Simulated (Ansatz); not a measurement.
Input file for Ansatz (a first-principles code):

Ansatz 0.2 input:
```yaml
crystal:
  lattice:
    - [2.8417477449, 0.0, 0.0]
    - [0.0, 2.8417477449, 0.0]
    - [0.0, 0.0, 2.8417477449]
  atoms:
    - { symbol: Zn, position: [0.5, 0.5, 0.5] }
    - { symbol: Ni, position: [0.0, 0.0, 0.0] }
kpoints:
  mp_grid: { grid: [30, 30, 30] }
hamiltonian:
  xc: pbesol
  pseudopotentials: { kind: paw }
scf:
  occupations: { method: fermi_dirac, width: 0.1 }
elastic: { mode: relaxed_ion, stencil: two_point, amplitude: 0.005, f_tol: 0.0005 }
```

Output (shortened):

```
Pseudopotential: Zn, paw, valence charge 12
Pseudopotential: Ni, paw, valence charge 18
Functional definition: PBEsol
Crystal: 2 atoms, lattice volume = 22.949 Å³
Basis set: ecut = 420 eV, 461 PW (Γ), exchange–correlation on 40×40×40 points (8 copies of the dense FFT grid, shifted against one another)
Bands: 19, of which v1, the nominal top of the filled ones, is band 15 counted from 1 (14 counted from 0)
Symmetry: 48 space group operations
Space group: Pm-3m (ITA 221), of the structure as read, at distance tolerance 2.8e-5 Å
k-points: 816 of 27000
SCF iter   1: F=—  HF=-9086.429249 eV  |F-HF|=—  |Δ(HF+E_count)|=         —  Δρ=2.73e-2  dr2=1.08e-1  ethr=1.77e-3  ⟨swp⟩=5.2  Hψ=68089  notcnv=0
preconditioner: auto → none
SCF iter   2: F=—  HF=-9086.418719 eV  |F-HF|=—  |Δ(HF+E_count)|=   1.05e-2  Δρ=1.36e-2  dr2=3.09e-2  ethr=3.60e-4  ⟨swp⟩=2.0  Hψ=24701  notcnv=0  defer=15
SCF iter   3: F=—  HF=-9086.415485 eV  |F-HF|=—  |Δ(HF+E_count)|=   3.23e-3  Δρ=2.67e-3  dr2=8.72e-4  ethr=1.03e-4  ⟨swp⟩=1.6  Hψ=16685  notcnv=0  defer=15
SCF iter   4: F=—  HF=-9086.415073 eV  |F-HF|=—  |Δ(HF+E_count)|=   4.12e-4  Δρ=8.12e-4  dr2=8.90e-5  ethr=2.91e-6  ⟨swp⟩=2.0  Hψ=22837  notcnv=0  defer=15
SCF iter   5: F=—  HF=-9086.415033 eV  |F-HF|=—  |Δ(HF+E_count)|=   3.97e-5  Δρ=1.91e-4  dr2=3.06e-6  ethr=2.97e-7  ⟨swp⟩=2.0  Hψ=20620  notcnv=0  defer=15
SCF iter   6: F=—  HF=-9086.415031 eV  |F-HF|=—  |Δ(HF+E_count)|=   1.96e-6  Δρ=1.88e-5  dr2=2.22e-8  ethr=1.02e-8  ⟨swp⟩=2.0  Hψ=26141  notcnv=0  defer=15
SCF iter   7: F=—  HF=-9086.415031 eV  |F-HF|=—  |Δ(HF+E_count)|=   1.68e-8  Δρ=2.02e-6  dr2=3.33e-10  ethr=7.41e-11  ⟨swp⟩=2.0  Hψ=26046  notcnv=0  defer=15
SCF iter   8: F=—  HF=-9086.415031 eV  |F-HF|=—  |Δ(HF+E_count)|=  5.49e-10  Δρ=1.94e-7  dr2=5.43e-12  ethr=1.11e-12  ⟨swp⟩=2.0  Hψ=27945  notcnv=0  defer=15
SCF iter   9: F=-9086.415031 eV  HF=-9086.415031 eV  |F-HF|=0.00e0  |Δ(HF+E_count)|=  1.82e-12  Δρ=1.58e-8  dr2=1.83e-14  ethr=1.00e-12  ⟨swp⟩=4.1  Hψ=74821  notcnv=0
SCF 1 converged in 9 iterations: F = -9086.415031 eV  dr2 = 1.83e-14
Crystal: 2 atoms, lattice volume = 22.834 Å³
Symmetry: 16 space group operations
k-points: 2176 of 27000
iter 1 solved again at ethr=3.08e-7 eV; its pass at ethr=3.10e-3 eV (dr2=9.23e-5 eV) is discarded
SCF iter   1: F=—  HF=-9086.414729 eV  |F-HF|=—  |Δ(HF+E_count)|=         —  Δρ=8.23e-4  dr2=8.63e-5  ethr=3.08e-7  ⟨swp⟩=2.7  Hψ=226862  notcnv=0
preconditioner: auto → none
SCF iter   2: F=—  HF=-9086.414701 eV  |F-HF|=—  |Δ(HF+E_count)|=   2.81e-5  Δρ=2.26e-4  dr2=2.55e-6  ethr=2.88e-7  ⟨swp⟩=2.0  Hψ=54139  notcnv=0
SCF iter   3: F=—  HF=-9086.414698 eV  |F-HF|=—  |Δ(HF+E_count)|=   3.22e-6  Δρ=1.20e-4  dr2=1.61e-6  ethr=8.51e-9  ⟨swp⟩=2.0  Hψ=63507  notcnv=0
SCF iter   4: F=—  HF=-9086.414697 eV  |F-HF|=—  |Δ(HF+E_count)|=   4.69e-7  Δρ=1.59e-5  dr2=1.14e-8  ethr=5.38e-9  ⟨swp⟩=2.0  Hψ=52054  notcnv=0
SCF iter   5: F=—  HF=-9086.414697 eV  |F-HF|=—  |Δ(HF+E_count)|=   1.55e-8  Δρ=4.39e-6  dr2=2.14e-9  ethr=3.81e-11  ⟨swp⟩=2.1  Hψ=71376  notcnv=0
SCF iter   6: F=—  HF=-9086.414697 eV  |F-HF|=—  |Δ(HF+E_count)|=  8.19e-11  Δρ=7.53e-7  dr2=5.76e-11  ethr=7.13e-12  ⟨swp⟩=2.9  Hψ=72270  notcnv=0
SCF iter   7: F=—  HF=-9086.414697 eV  |F-HF|=—  |Δ(HF+E_count)|=  1.27e-11  Δρ=5.21e-8  dr2=2.18e-13  ethr=1.92e-13 (applied; sched 1.00e-12)  ⟨swp⟩=2.3  Hψ=67118  notcnv=0  defer=31
SCF iter   8: F=-9086.414697 eV  HF=-9086.414697 eV  |F-HF|=3.64e-12  |Δ(HF+E_count)|=  1.82e-12  Δρ=8.12e-9  dr2=7.20e-15  ethr=1.00e-12  ⟨swp⟩=4.4  Hψ=150516  notcnv=0
SCF 2 converged in 8 iterations: F = -9086.414697 eV  dr2 = 7.20e-15
Crystal: 2 atoms, lattice volume = 23.063 Å³
iter 1 solved again at ethr=9.51e-9 eV; its pass at ethr=3.10e-3 eV (dr2=2.85e-6 eV) is discarded
SCF iter   1: F=—  HF=-9086.414766 eV  |F-HF|=—  |Δ(HF+E_count)|=         —  Δρ=7.70e-4  dr2=2.85e-6  ethr=9.51e-9  ⟨swp⟩=2.1  Hψ=205266  notcnv=0
preconditioner: auto → none
SCF iter   2: F=—  HF=-9086.414788 eV  |F-HF|=—  |Δ(HF+E_count)|=   2.27e-5  Δρ=3.85e-4  dr2=7.10e-7  ethr=9.50e-9  ⟨swp⟩=1.0  Hψ=41312  notcnv=0
SCF iter   3: F=—  HF=-9086.414796 eV  |F-HF|=—  |Δ(HF+E_count)|=   7.76e-6  Δρ=7.85e-6  dr2=7.82e-9  ethr=2.37e-9  ⟨swp⟩=1.0  Hψ=41312  notcnv=0
SCF iter   4: F=—  HF=-9086.414796 eV  |F-HF|=—  |Δ(HF+E_count)|=   4.06e-9  Δρ=1.43e-6  dr2=2.31e-10  ethr=2.61e-11  ⟨swp⟩=2.0  Hψ=64104  notcnv=0
SCF iter   5: F=—  HF=-9086.414796 eV  |F-HF|=—  |Δ(HF+E_count)|=  4.73e-11  Δρ=2.56e-7  dr2=7.07e-12  ethr=7.69e-13 (applied; sched 1.00e-12)  ⟨swp⟩=2.0  Hψ=56156  notcnv=0  defer=1
SCF iter   6: F=-9086.414796 eV  HF=-9086.414796 eV  |F-HF|=0.00e0  |Δ(HF+E_count)|=  1.82e-12  Δρ=3.80e-8  dr2=9.01e-14  ethr=1.00e-12  ⟨swp⟩=3.9  Hψ=192418  notcnv=0
SCF 3 converged in 6 iterations: F = -9086.414796 eV  dr2 = 9.01e-14
Crystal: 2 atoms, lattice volume = 22.948 Å³
Symmetry: 8 space group operations
k-points: 3856 of 27000
iter 1 solved again at ethr=9.63e-9 eV; its pass at ethr=3.10e-3 eV (dr2=2.89e-6 eV) is discarded
SCF iter   1: F=—  HF=-9086.414817 eV  |F-HF|=—  |Δ(HF+E_count)|=         —  Δρ=2.45e-4  dr2=6.17e-6  ethr=9.63e-9  ⟨swp⟩=3.0  Hψ=439400  notcnv=0  defer=4
preconditioner: auto → none
SCF iter   2: F=—  HF=-9086.414810 eV  |F-HF|=—  |Δ(HF+E_count)|=   7.62e-6  Δρ=1.11e-4  dr2=1.10e-6  ethr=9.63e-9  ⟨swp⟩=1.2  Hψ=74074  notcnv=0  defer=4
SCF iter   3: F=—  HF=-9086.414809 eV  |F-HF|=—  |Δ(HF+E_count)|=   3.39e-7  Δρ=5.65e-6  dr2=1.49e-9  ethr=3.68e-9  ⟨swp⟩=2.4  Hψ=102877  notcnv=0  defer=4
SCF iter   4: F=—  HF=-9086.414809 eV  |F-HF|=—  |Δ(HF+E_count)|=   1.20e-9  Δρ=1.14e-6  dr2=7.67e-11  ethr=4.97e-12  ⟨swp⟩=2.1  Hψ=130906  notcnv=0  defer=4
SCF iter   5: F=—  HF=-9086.414809 eV  |F-HF|=—  |Δ(HF+E_count)|=  1.09e-11  Δρ=4.22e-7  dr2=2.29e-11  ethr=2.56e-13 (applied; sched 1.00e-12)  ⟨swp⟩=2.1  Hψ=112887  notcnv=0  defer=44
SCF iter   6: F=—  HF=-9086.414809 eV  |F-HF|=—  |Δ(HF+E_count)|=  1.09e-11  Δρ=6.70e-8  dr2=3.26e-13  ethr=7.64e-14 (applied; sched 1.00e-12)  ⟨swp⟩=2.0  Hψ=96645  notcnv=0  defer=45
SCF iter   7: F=-9086.414809 eV  HF=-9086.414809 eV  |F-HF|=0.00e0  |Δ(HF+E_count)|=    0.00e0  Δρ=1.65e-8  dr2=1.24e-14  ethr=1.00e-12  ⟨swp⟩=4.4  Hψ=266458  notcnv=0
SCF 4 converged in 7 iterations: F = -9086.414809 eV  dr2 = 1.24e-14
Crystal: 2 atoms, lattice volume = 22.948 Å³
iter 1 solved again at ethr=4.99e-9 eV; its pass at ethr=3.10e-3 eV (dr2=1.50e-6 eV) is discarded
SCF iter   1: F=—  HF=-9086.414788 eV  |F-HF|=—  |Δ(HF+E_count)|=         —  Δρ=5.57e-4  dr2=1.49e-6  ethr=4.99e-9  ⟨swp⟩=1.9  Hψ=362638  notcnv=0  defer=2
preconditioner: auto → none
SCF iter   2: F=—  HF=-9086.414803 eV  |F-HF|=—  |Δ(HF+E_count)|=   1.50e-5  Δρ=2.79e-4  dr2=3.69e-7  ethr=4.97e-9  ⟨swp⟩=1.0  Hψ=73218  notcnv=0  defer=2
SCF iter   3: F=—  HF=-9086.414809 eV  |F-HF|=—  |Δ(HF+E_count)|=   6.96e-6  Δρ=2.45e-6  dr2=4.59e-10  ethr=1.23e-9  ⟨swp⟩=1.0  Hψ=73218  notcnv=0  defer=2
SCF iter   4: F=—  HF=-9086.414809 eV  |F-HF|=—  |Δ(HF+E_count)|=  2.06e-10  Δρ=6.79e-7  dr2=6.01e-11  ethr=1.53e-12  ⟨swp⟩=2.0  Hψ=123454  notcnv=0  defer=2
SCF iter   5: F=—  HF=-9086.414809 eV  |F-HF|=—  |Δ(HF+E_count)|=  1.27e-11  Δρ=1.41e-7  dr2=1.99e-12  ethr=2.00e-13 (applied; sched 1.00e-12)  ⟨swp⟩=2.0  Hψ=95581  notcnv=0  defer=44
SCF iter   6: F=-9086.414809 eV  HF=-9086.414809 eV  |F-HF|=1.82e-12  |Δ(HF+E_count)|=  1.82e-12  Δρ=3.78e-8  dr2=7.85e-14  ethr=1.00e-12  ⟨swp⟩=4.9  Hψ=297910  notcnv=0
SCF 5 converged in 6 iterations: F = -9086.414809 eV  dr2 = 7.85e-14
SCF converged after 9 iterations
Free energy (F): -9086.415031 eV
Harris-Foulkes:  -9086.415031 eV  (|F-HF|=0.00e0)
Internal energy: -9086.380169 eV  (E = F + TS)
E sigma→0 (E₀):  -9086.397600 eV
Entropy (-TS):   -0.034863 eV (-17.431 meV/atom)
Fermi energy:    15.871217 eV
--- Per-component energies (eV) ---
  E_band       = -211.049425
  E_kinetic    = 418.239578
  E_local      = -5018.456647  (includes V_loc(G=0)·N_el)
  E_nonlocal   = 1251.760838
  E_hartree    = 2110.958595
  E_xc         = -222.182493
  E_vxc        = -164.452655  (∫ρ·V_xc dr)
  E_paw        = -3385.726836  (= ΣΔE_a)
  E_vpaw       = -920.057678  (= ΣTr[D̂ρ^β])
  E_aug_tail   = -0.000045  (compensation charges beyond the density's cutoff)
  E_ewald      = -4241.967804
  E_core_change = 0.994644  (= ΣΔE_core)
  E_smearing   = -0.034863  (= −TS)
  E_closure    =  0.000000  (closes the sum)
  Σ components = -9086.415031   (vs F -9086.415031, Δ=0.00e0)
  [band-id]    e_kinetic+e_local+e_nonlocal+2·e_hartree+e_vxc+e_vpaw+e_augmentation_tail = -211.049418   (vs E_band -211.049425, Δ=7.01e-6)
--- Forces (eV/Å), atoms counted from 1 ---
  atom   1  Zn     0.00000000     0.00000000     0.00000000
  atom   2  Ni     0.00000000     0.00000000     0.00000000
  max |Σ_I F_I| component: 0.0 eV/Å
--- Stress (GPa, compression-positive) ---
        0.066987       0.000000       0.000000
        0.000000       0.066987       0.000000
        0.000000       0.000000       0.066987
  P = ⅓ Tr σ = 0.0670 GPa (0.670 kbar)
--- Band table (eV; the first three rows and the last of 816) ---
  k-point 0: bands = ["-86.8169", "-47.3659", "-47.3659", "-47.3659", "5.3556", "8.1544", "8.1544", "9.0414", "9.0414", "9.0414", "13.5775", "13.5775", "14.9084", "14.9084", "14.9084", "23.2138", "23.2138", "23.2138", "28.8091"]
  k-point 1: bands = ["-86.8168", "-47.3662", "-47.3659", "-47.3659", "5.3775", "8.1575", "8.1598", "9.0391", "9.0391", "9.0425", "13.5758", "13.5791", "14.8971", "14.8971", "14.9074", "23.0079", "23.2510", "23.2510", "28.8174"]
  k-point 2: bands = ["-86.8168", "-47.3671", "-47.3659", "-47.3659", "5.4430", "8.1666", "8.1758", "9.0326", "9.0326", "9.0457", "13.5708", "13.5832", "14.8640", "14.8640", "14.9042", "22.4681", "23.3616", "23.3616", "28.8425"]
  k-point 815: bands = ["-86.8116", "-47.3882", "-47.3882", "-47.3882", "8.3283", "8.3283", "8.3283", "9.4175", "9.4175", "12.4323", "12.4323", "12.4323", "15.2567", "15.2567", "20.9378", "21.3688", "21.3688", "21.3688", "21.9919"]
--- Elastic constants: 2 strain directions × 2 members + reference (group order 48) ---
  dense FFT box of the reference and of every strained cell: 20×20×20
  strains applied: 11, 23; error gains: componentwise 1.00 (the most a stress slope's error grows in a printed constant), spectral 1.73 (1 for all six strains …
  C = ∂σ_k/∂η_j (tension-positive GPa; Voigt order 11 22 33 23 13 12):
       158.401    178.918    178.918      0.000      0.000      0.000
       178.918    158.401    178.918      0.000      0.000      0.000
       178.918    178.918    158.401      0.000      0.000      0.000
         0.000      0.000      0.000    123.607      0.000      0.000
         0.000      0.000      0.000      0.000    123.607      0.000
         0.000      0.000      0.000      0.000      0.000    123.607
  reference stress σ⁰ (GPa):     -0.067     -0.067     -0.067      0.000      0.000      0.000
  C* (energy form; C + prestress term) asymmetry max|C*_kj − C*_jk| = 1.137e-13 GPa — a small one proves nothing (zero by symmetry where the batch's group is …
  moduli (Voigt/Reuss/Hill, GPa): K = 172.08/172.08/172.08   G = 70.06/-29.29/20.38   E = 58.83   ν = 0.443
  mechanically stable: NO (min eigenvalue of sym C = -20.52 GPa)
  where every solve meets its electron count the energy-path curvature estimates C_jj along a normal strain and C_jj − ¼(σ⁰_aa + σ⁰_bb) along a shear (ab), of …
  strain η (Voigt 11):  stress-route row diagonal C_11 = 158.40 GPa, energy-path curvature d²(F+E_count+ΔE)/dδ²/Ω₀ = 157.53 GPa
         δ    σ_11 (GPa)             F (eV)   n_scf  n_hpsi   n_pw
    -5.000e-3      -0.8746       -9086.4146972       8  793058    466   relax 0 steps, max|allowed force component| 0.0 eV/Å
     5.000e-3       0.7094       -9086.4147961       6  635758    468   relax 0 steps, max|allowed force component| 0.0 eV/Å
  strain η (Voigt 23):  stress-route row diagonal C_44 = 123.61 GPa, energy-path curvature d²(F+E_count+ΔE)/dδ²/Ω₀ = 122.82 GPa
         δ    σ_23 (GPa)             F (eV)   n_scf  n_hpsi   n_pw
    -5.000e-3      -0.6180       -9086.4148095       7  1285585    466   relax 0 steps, max|allowed force component| 0.0 eV/Å
     5.000e-3       0.6180       -9086.4148095       6  1088371    466   relax 0 steps, max|allowed force component| 0.0 eV/Å
```

Cost: around 6 core-minutes (rough) on shared cores.

The first step of the workflow began from a Materials Project structure, measured or hypothetical; the Crystallography Open Database files this formula in space group No. 221, but the cells were not matched. Its standing as an ambient phase is unchecked. The cell was relaxed with PBEsol under the symmetry of its start. At this level the phase is mechanically unstable. No spin polarisation was allowed. As this level gives no gap, shear constants depend on the k-mesh and smearing (Fermi–Dirac, 0.1 eV here).

Potentials: the later of the program's two PAW sets.

Ansatz is a plane-wave DFT program.
